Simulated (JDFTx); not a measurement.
An input for JDFTx (a modified build) (Mg(1 0 -1 1), linear PCM (GLSSA13), water, 0.5 M NaCl; bohr, hartree) and the course of its log:

```
lattice \
  5.9942491374 2.9971245687 0.0000000000 \
  0.0000000000 11.0153723930 0.0000000000 \
  0.0000000000 0.0000000000 44.7865091536
coords-type Lattice
ion Mg 0.2740029237 0.9519941522 -0.1635267375 0
ion Mg 0.0045929435 0.4908141126 -0.1477391016 0
ion Mg 0.6624555558 0.1750888881 -0.0596347200 0
ion Mg 0.3939479077 0.7121041841 -0.0425962290 0
ion Mg 0.0514096682 0.3971806631 0.0425962290 0
ion Mg 0.7829020202 0.9341959591 0.0596347200 0
ion Mg 0.4407646325 0.6184707346 0.1477391016 0
ion Mg 0.1713546523 0.1572906951 0.1635267375 0
ion-species pseudo/mg_pbe_v1.4.upf
elec-cutoff 20 100
elec-ex-corr gga-PBE
coulomb-interaction Slab 001
coulomb-truncation-embed 0 0 0
kpoint-folding 8 8 1
elec-smearing Fermi 0.01
elec-n-bands 55
target-mu -0.146630
electronic-scf nIterations 100 energyDiffThreshold 1e-07
fluid LinearPCM
pcm-variant GLSSA13
fluid-solvent H2O
fluid-cation Na+ 0.5
fluid-anion Cl- 0.5
fluid-minimize nIterations 400 knormThreshold 1e-12
wavefunction read f0.wfns
elec-initial-eigenvals f0.eigenvals
elec-initial-fillings read f0.fillings
fluid-initial-state f0.fluidState
dump-name f0_u3.$VAR
dump End State Ecomponents EigStats BandEigs Forces ElecDensity IonicPositions Fillings Kpoints Dtot FluidDebug BoundCharge FluidDensity
```

```
[one cycle in 5 is shown, and the last three; fluid-solver lines are left out]
	FillingsUpdate:  mu: -0.146630000  nElectrons: 77.237057
SCF: Cycle:  0   G: -488.253722716587959   dG: +1.274e+00   |Residual|: 7.697e-02   |deigs|: 3.848e-07
	FillingsUpdate:  mu: -0.146630000  nElectrons: 79.235462
SCF: Cycle:  5   G: -489.469506213843772   dG: +3.993e-02   |Residual|: 1.844e-02   |deigs|: 3.655e-03
	FillingsUpdate:  mu: -0.146630000  nElectrons: 79.103354
SCF: Cycle: 10   G: -489.467296229199462   dG: +8.455e-03   |Residual|: 1.940e-02   |deigs|: 8.236e-04
	FillingsUpdate:  mu: -0.146630000  nElectrons: 76.374521
SCF: Cycle: 15   G: -488.087142781432874   dG: +1.210e+00   |Residual|: 9.109e-02   |deigs|: 1.946e-02
	FillingsUpdate:  mu: -0.146630000  nElectrons: 73.433000
SCF: Cycle: 20   G: -484.104975423029600   dG: +1.442e+00   |Residual|: 1.765e-01   |deigs|: 1.096e-02
	FillingsUpdate:  mu: -0.146630000  nElectrons: 79.410313
SCF: Cycle: 25   G: -489.564341377656774   dG: -1.277e+00   |Residual|: 2.012e-02   |deigs|: 2.730e-02
	FillingsUpdate:  mu: -0.146630000  nElectrons: 77.851788
SCF: Cycle: 30   G: -489.334464196082649   dG: -2.484e-01   |Residual|: 4.318e-02   |deigs|: 3.145e-03
	FillingsUpdate:  mu: -0.146630000  nElectrons: 73.542313
SCF: Cycle: 35   G: -485.415672208784770   dG: +4.054e-01   |Residual|: 1.594e-01   |deigs|: 8.171e-03
	FillingsUpdate:  mu: -0.146630000  nElectrons: 73.122123
SCF: Cycle: 40   G: -482.440377344851527   dG: +1.754e+00   |Residual|: 1.997e-01   |deigs|: 8.518e-03
	FillingsUpdate:  mu: -0.146630000  nElectrons: 74.733974
SCF: Cycle: 45   G: -488.230882714290601   dG: -9.470e-01   |Residual|: 1.050e-01   |deigs|: 8.782e-03
	FillingsUpdate:  mu: -0.146630000  nElectrons: 77.233614
SCF: Cycle: 50   G: -472.976284430639623   dG: +1.256e+00   |Residual|: 1.676e+00   |deigs|: 3.627e-02
	FillingsUpdate:  mu: -0.146630000  nElectrons: 73.019155
SCF: Cycle: 55   G: -486.711008652060002   dG: +1.305e-01   |Residual|: 1.562e-01   |deigs|: 1.447e-03
	FillingsUpdate:  mu: -0.146630000  nElectrons: 76.245700
SCF: Cycle: 60   G: -489.504058459593750   dG: -3.816e-01   |Residual|: 5.406e-02   |deigs|: 8.731e-03
	FillingsUpdate:  mu: -0.146630000  nElectrons: 73.818587
SCF: Cycle: 65   G: -488.168801721148213   dG: +5.670e-01   |Residual|: 1.296e-01   |deigs|: 9.285e-03
	FillingsUpdate:  mu: -0.146630000  nElectrons: 76.892307
SCF: Cycle: 70   G: -489.863327856337435   dG: -8.008e-01   |Residual|: 2.932e-02   |deigs|: 3.401e-02
	FillingsUpdate:  mu: -0.146630000  nElectrons: 74.531879
SCF: Cycle: 75   G: -489.063101783994853   dG: -2.340e-01   |Residual|: 8.764e-02   |deigs|: 6.337e-03
	FillingsUpdate:  mu: -0.146630000  nElectrons: 74.959347
SCF: Cycle: 80   G: -489.426936155502062   dG: -1.928e-01   |Residual|: 7.115e-02   |deigs|: 4.132e-03
	FillingsUpdate:  mu: -0.146630000  nElectrons: 73.003976
SCF: Cycle: 85   G: -488.277081991835189   dG: +5.633e-01   |Residual|: 1.317e-01   |deigs|: 1.343e-02
	FillingsUpdate:  mu: -0.146630000  nElectrons: 75.576218
SCF: Cycle: 90   G: -489.748801136321049   dG: -2.067e+01   |Residual|: 1.139e-01   |deigs|: 3.207e-01
	FillingsUpdate:  mu: -0.146630000  nElectrons: 71.794505
SCF: Cycle: 95   G: -486.525295399369497   dG: +5.896e-01   |Residual|: 1.971e-01   |deigs|: 1.069e-02
	FillingsUpdate:  mu: -0.146630000  nElectrons: 73.594602
SCF: Cycle: 97   G: -488.393256767008609   dG: -1.138e-01   |Residual|: 1.201e-01   |deigs|: 1.863e-03
	FillingsUpdate:  mu: -0.146630000  nElectrons: 72.458815
SCF: Cycle: 98   G: -487.283529047527850   dG: +1.110e+00   |Residual|: 1.548e-01   |deigs|: 1.717e-02
	FillingsUpdate:  mu: -0.146630000  nElectrons: 72.805262
SCF: Cycle: 99   G: -487.835345865150487   dG: -5.518e-01   |Residual|: 1.381e-01   |deigs|: 5.502e-03
SCF: None of the convergence criteria satisfied after 100 iterations.
IonicMinimize: Iter:   0  G: -487.835345865150487  |grad|_K:  0.000e+00
IonicMinimize: Converged (|grad|_K<1.000000e-04).
```

This run gave no converged result. The electronic loop ended without meeting its threshold, so the last energy, electron count and forces aren't results.
